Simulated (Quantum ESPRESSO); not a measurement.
# Ti2NbAlO8: finding a planted mistake in a log

Computed values, not a measurement. The program is pw.x of Quantum ESPRESSO 7.5 (plane-wave density functional theory). The cell is made up: 12 atoms on a fluorite lattice, with randomly drawn elements, strain and displacements, not relaxed. PseudoDojo standard norm-conserving files (v0.5 for PBE, v0.4.1 for LDA and PBEsol) set the functional; there is no spin polarisation, spin-orbit coupling or dispersion term, and the masses in the input are unused placeholders.

Intended input:

```
&control calculation='scf', pseudo_dir='./dojo.nc.sr.pbe.v0_5.standard.upf', outdir='./o', disk_io='medium', tprnfor=.true., tstress=.true. /
&system ibrav=0, nat=12, ntyp=4, nbnd=50, ecutwfc=84.00895049, nosym=.true., tot_charge=0,
 occupations='smearing', smearing='fd', degauss=0.0018374661
/
&electrons conv_thr=7.350e-09, electron_maxstep=60, /
ATOMIC_SPECIES
Al 1.0 Al.upf
Nb 1.0 Nb.upf
O 1.0 O.upf
Ti 1.0 Ti.upf
CELL_PARAMETERS angstrom
4.9162 0.0333 -0.0016
0.0333 4.8467 0.018
-0.0016 0.018 4.7936
ATOMIC_POSITIONS angstrom
Ti -0.0954 -0.0307 -0.0605
Ti -0.0005 2.5195 2.4318
Nb 2.4328 -0.029 2.4178
Al 2.5082 2.3428 0.08
O 1.2313 1.2983 1.0939
O 1.2017 1.2387 3.6335
O 1.3231 3.6449 1.1449
O 1.2799 3.7606 3.6021
O 3.5865 1.3408 1.1982
O 3.5528 1.2279 3.5872
O 3.6776 3.6526 1.1587
O 3.6835 3.6593 3.5995
K_POINTS automatic
5 5 5 1 1 1
```

The log is shortened where brackets say so; the opening notice, blank lines, dates and the lines on written files are dropped, and the path of the files is cut. It prints rydbergs, bohrs and kilobars, and counts compression as positive stress. Where no state is partly filled, the Fermi energy that it prints is only some level between the filled and the empty states on the mesh, and need not lie in the true gap.

Log of the intended run:

```
     Program PWSCF v.7.5
     Parallel version (MPI & OpenMP), running on       1 processor cores
     Number of MPI processes:                 1
     Threads/MPI process:                     1
     [start-up lines left out]
     bravais-lattice index     =            0
     lattice parameter (alat)  =       9.2905  a.u.
     unit-cell volume          =     770.7397 (a.u.)^3
     number of atoms/cell      =           12
     number of atomic types    =            4
     number of electrons       =        88.00
     number of Kohn-Sham states=           50
     kinetic-energy cutoff     =      84.0090  Ry
     charge density cutoff     =     336.0358  Ry
     scf convergence threshold =      7.3E-09
     mixing beta               =       0.7000
     number of iterations used =            8  plain     mixing
     Exchange-correlation= PBE
                           (   1   4   3   4   0   0   0)
     [axes and pseudopotential details left out]
   Cartesian axes
     site n.     atom                  positions (alat units)
         1        Ti     tau(   1) = (  -0.0194048  -0.0062445  -0.0123060  )
         2        Ti     tau(   2) = (  -0.0001017   0.5124775   0.4946390  )
         3        Nb     tau(   3) = (   0.4948424  -0.0058987   0.4917913  )
         4        Al     tau(   4) = (   0.5101791   0.4765360   0.0162724  )
         5        O      tau(   5) = (   0.2504519   0.2640800   0.2225041  )
         6        O      tau(   6) = (   0.2444311   0.2519571   0.7390701  )
         7        O      tau(   7) = (   0.2691244   0.7413889   0.2328778  )
         8        O      tau(   8) = (   0.2603374   0.7649228   0.7326832  )
         9        O      tau(   9) = (   0.7295101   0.2727247   0.2437192  )
        10        O      tau(  10) = (   0.7226554   0.2497603   0.7296525  )
        11        O      tau(  11) = (   0.7480402   0.7429551   0.2356847  )
        12        O      tau(  12) = (   0.7492403   0.7443179   0.7321544  )
     number of k points=    63  Fermi-Dirac smearing, width (Ry)=  0.0018
                       cart. coord. in units 2pi/alat
        k(    1) = (   0.0993557   0.1003740   0.1022162), wk =   0.0320000
        k(    2) = (   0.0994276   0.0996117   0.3073389), wk =   0.0320000
     [further k points left out]
     Dense  grid:    80169 G-vectors     FFT dimensions: (  60,  54,  54)
     Estimated max dynamical RAM per process >     124.31 MB
     Initial potential from superposition of free atoms
     starting charge      87.9920, renormalised to      88.0000
     Starting wfcs are   66 randomized atomic wfcs
     total cpu time spent up to now is       23.3 secs
     per-process dynamical memory:    74.3 Mb
     Self-consistent Calculation
     iteration #  1     ecut=    84.01 Ry     beta= 0.70
     Davidson diagonalization with overlap
     ethr =  1.00E-02,  avg # of iterations =  2.0
     total cpu time spent up to now is       73.7 secs
     total energy              =    -628.90757768 Ry
     estimated scf accuracy    <       6.17187672 Ry
     iteration #  2     ecut=    84.01 Ry     beta= 0.70
     Davidson diagonalization with overlap
     ethr =  7.01E-03,  avg # of iterations =  6.3
     total cpu time spent up to now is      183.2 secs
     total energy              =    -621.13792369 Ry
     estimated scf accuracy    <      81.27841736 Ry
     [iterations 3 to 19 left out]
     iteration # 20     ecut=    84.01 Ry     beta= 0.70
     Davidson diagonalization with overlap
     ethr =  6.83E-10,  avg # of iterations =  1.0
     total cpu time spent up to now is     1474.8 secs
     total energy              =    -632.17176908 Ry
     estimated scf accuracy    <       0.00000024 Ry
     iteration # 21     ecut=    84.01 Ry     beta= 0.70
     Davidson diagonalization with overlap
     ethr =  2.70E-10,  avg # of iterations =  5.5
     total cpu time spent up to now is     1533.3 secs
     End of self-consistent calculation
     [lines on levels left out]
     the Fermi energy is    12.0569 ev
!    total energy              =    -632.17176914 Ry
     estimated scf accuracy    <          7.3E-09 Ry
     smearing contrib. (-TS)   =      -0.00000000 Ry
     internal energy E=F+TS    =    -632.17176913 Ry
     The total energy is F=E-TS. E is the sum of the following terms:
     one-electron contribution =    -149.86910516 Ry
     hartree contribution      =     128.92014906 Ry
     xc contribution           =    -130.30332542 Ry
     ewald contribution        =    -480.91948762 Ry
     convergence has been achieved in  21 iterations
     Forces acting on atoms (cartesian axes, Ry/au):
     atom    1 type  4   force =     0.03279091    0.04958858    0.02638638
     atom    2 type  4   force =     0.03696856   -0.05039460   -0.04144164
     atom    3 type  2   force =    -0.03291006    0.05594396   -0.04560760
     atom    4 type  1   force =    -0.03500923    0.00315333   -0.00326742
     atom    5 type  3   force =    -0.04153501   -0.03815572    0.06358625
     atom    6 type  3   force =    -0.04641566    0.03636779   -0.05851248
     atom    7 type  3   force =    -0.04308296    0.00572972    0.02961250
     atom    8 type  3   force =    -0.05347067   -0.04079316   -0.01546709
     atom    9 type  3   force =     0.05774340   -0.04551512    0.01650403
     atom   10 type  3   force =     0.04985754    0.00146777    0.01738531
     atom   11 type  3   force =     0.04175742    0.04206915    0.01879939
     atom   12 type  3   force =     0.03330575   -0.01946171   -0.00797762
     Total force =     0.230073     Total SCF correction =     0.000168
     Computing stress (Cartesian axis) and pressure
          total   stress  (Ry/bohr**3)                   (kbar)     P=        4.97
  -0.00038461   0.00004871   0.00005942          -56.58        7.17        8.74
   0.00004871   0.00007809  -0.00004863            7.17       11.49       -7.15
   0.00005942  -0.00004863   0.00040793            8.74       -7.15       60.01
     init_run     :     21.34s CPU     23.12s WALL (       1 calls)
     electrons    :   1479.24s CPU   1510.02s WALL (       1 calls)
     forces       :     10.42s CPU     10.59s WALL (       1 calls)
     stress       :     41.29s CPU     41.52s WALL (       1 calls)
     [timing details left out]
     PWSCF        :  25m52.84s CPU  26m27.14s WALL
     JOB DONE.
```

A second run was made from an input with one planted mistake. Its log:

```
     Program PWSCF v.7.5
     Parallel version (MPI & OpenMP), running on       4 processor cores
     Number of MPI processes:                 4
     Threads/MPI process:                     1
     [start-up lines left out]
     bravais-lattice index     =            0
     lattice parameter (alat)  =       9.2905  a.u.
     unit-cell volume          =     770.7397 (a.u.)^3
     number of atoms/cell      =           12
     number of atomic types    =            4
     number of electrons       =        88.00
     number of Kohn-Sham states=           68
     kinetic-energy cutoff     =      84.0090  Ry
     charge density cutoff     =     336.0358  Ry
     scf convergence threshold =      7.3E-09
     mixing beta               =       0.7000
     number of iterations used =            8  plain     mixing
     Exchange-correlation= PBE
                           (   1   4   3   4   0   0   0)
     [axes and pseudopotential details left out]
   Cartesian axes
     site n.     atom                  positions (alat units)
         1        Ti     tau(   1) = (  -0.0194048  -0.0062445  -0.0123060  )
         2        Ti     tau(   2) = (  -0.0001017   0.5124775   0.4946390  )
         3        Nb     tau(   3) = (   0.4948424  -0.0058987   0.4917913  )
         4        Al     tau(   4) = (   0.5101791   0.4765360   0.0162724  )
         5        O      tau(   5) = (   0.2504519   0.2640800   0.2225041  )
         6        O      tau(   6) = (   0.2444311   0.2519571   0.7390701  )
         7        O      tau(   7) = (   0.2691244   0.7413889   0.2328778  )
         8        O      tau(   8) = (   0.2603374   0.7649228   0.7326832  )
         9        O      tau(   9) = (   0.7295101   0.2727247   0.2437192  )
        10        O      tau(  10) = (   0.7226554   0.2497603   0.7296525  )
        11        O      tau(  11) = (   0.7480402   0.7429551   0.2356847  )
        12        O      tau(  12) = (   0.7492403   0.7443179   0.7321544  )
     number of k points=    63  Fermi-Dirac smearing, width (Ry)=  0.0419
                       cart. coord. in units 2pi/alat
        k(    1) = (   0.0993557   0.1003740   0.1022162), wk =   0.0320000
        k(    2) = (   0.0994276   0.0996117   0.3073389), wk =   0.0320000
     [further k points left out]
     Dense  grid:    80169 G-vectors     FFT dimensions: (  60,  54,  54)
     Estimated max dynamical RAM per process >     304.89 MB
     Estimated total dynamical RAM >       1.13 GB
     Initial potential from superposition of free atoms
     starting charge      87.9920, renormalised to      88.0000
     Starting wfcs are   66 randomized atomic wfcs +    2 random wfcs
     total cpu time spent up to now is        3.8 secs
     per-process dynamical memory:   246.8 Mb
     Self-consistent Calculation
     iteration #  1     ecut=    84.01 Ry     beta= 0.70
     Davidson diagonalization with overlap
     ethr =  1.00E-02,  avg # of iterations =  5.7
     total cpu time spent up to now is       14.5 secs
     total energy              =    -628.99981043 Ry
     estimated scf accuracy    <       6.06478715 Ry
     iteration #  2     ecut=    84.01 Ry     beta= 0.70
     Davidson diagonalization with overlap
     ethr =  6.89E-03,  avg # of iterations =  2.0
     total cpu time spent up to now is       25.7 secs
     total energy              =    -620.43714016 Ry
     estimated scf accuracy    <      88.67700761 Ry
     [iterations 3 to 15 left out]
     iteration # 16     ecut=    84.01 Ry     beta= 0.70
     Davidson diagonalization with overlap
     ethr =  1.60E-10,  avg # of iterations =  1.3
     total cpu time spent up to now is      153.3 secs
     total energy              =    -632.25780603 Ry
     estimated scf accuracy    <       0.00000001 Ry
     iteration # 17     ecut=    84.01 Ry     beta= 0.70
     Davidson diagonalization with overlap
     ethr =  1.38E-11,  avg # of iterations =  2.0
     total cpu time spent up to now is      163.7 secs
     End of self-consistent calculation
     [lines on levels left out]
     the Fermi energy is    11.9993 ev
!    total energy              =    -632.25780603 Ry
     estimated scf accuracy    <          2.8E-09 Ry
     smearing contrib. (-TS)   =      -0.25389910 Ry
     internal energy E=F+TS    =    -632.00390693 Ry
     The total energy is F=E-TS. E is the sum of the following terms:
     one-electron contribution =    -150.05871294 Ry
     hartree contribution      =     129.30431975 Ry
     xc contribution           =    -130.33002613 Ry
     ewald contribution        =    -480.91948762 Ry
     convergence has been achieved in  17 iterations
     Forces acting on atoms (cartesian axes, Ry/au):
     atom    1 type  4   force =     0.02371898    0.03221183    0.01894949
     atom    2 type  4   force =     0.02042362   -0.03272360   -0.02961406
     atom    3 type  2   force =    -0.01500113    0.04110921   -0.03789548
     atom    4 type  1   force =    -0.02722050    0.01456888   -0.01162557
     atom    5 type  3   force =    -0.03334193   -0.03183213    0.05349900
     atom    6 type  3   force =    -0.03514059    0.03684536   -0.04800024
     atom    7 type  3   force =    -0.03788435    0.00282607    0.02079508
     atom    8 type  3   force =    -0.04641367   -0.04688723   -0.00829819
     atom    9 type  3   force =     0.05105320   -0.04175774    0.01135462
     atom   10 type  3   force =     0.04316734    0.01105005    0.01879534
     atom   11 type  3   force =     0.03255916    0.03466482    0.01545203
     atom   12 type  3   force =     0.02407988   -0.02007553   -0.00341202
     Total force =     0.187769     Total SCF correction =     0.000187
     Computing stress (Cartesian axis) and pressure
          total   stress  (Ry/bohr**3)                   (kbar)     P=       41.79
  -0.00004406   0.00004747   0.00005445           -6.48        6.98        8.01
   0.00004747   0.00032621  -0.00005788            6.98       47.99       -8.51
   0.00005445  -0.00005788   0.00057006            8.01       -8.51       83.86
     init_run     :      3.54s CPU      3.71s WALL (       1 calls)
     electrons    :    159.31s CPU    159.87s WALL (       1 calls)
     forces       :      2.15s CPU      2.16s WALL (       1 calls)
     stress       :      6.13s CPU      6.14s WALL (       1 calls)
     [timing details left out]
     PWSCF        :   2m51.30s CPU   2m52.09s WALL
     JOB DONE.
```

Question: what was wrong in the second input?

Answer: the smearing is too wide. The input lines that differ, file-writing options aside:

```
- &system ibrav=0, nat=12, ntyp=4, nbnd=50, ecutwfc=84.00895049, nosym=.true., tot_charge=0,
+ &system ibrav=0, nat=12, ntyp=4, nbnd=68, ecutwfc=84.00895049, nosym=.true., tot_charge=0,
-  occupations='smearing', smearing='fd', degauss=0.0018374661
+  occupations='smearing', smearing='fd', degauss=0.0418942273
```

|  | intended run | run with the mistake |
| --- | --- | --- |
| free energy (eV) | -8601.135 | -8602.306 |
| smearing term -TS (eV) | 0.0000 | -3.4545 |
| pressure (GPa) | 0.50 | 4.18 |
| largest force component (eV/Å) | 1.635 | 1.376 |
| largest change of a force component (eV/Å) |  | 0.460 |
| iterations | 21 | 17 |

For scale, a rerun of the intended cell at a cutoff of 1467 eV and k mesh 7 x 7 x 7 moved values by no more than 0.003 eV in energy, 0.06 GPa in stress and 0.003 eV/Å in force. The number of bands, nbnd, was set by rule from the electron count and the smearing, so it follows the mistake.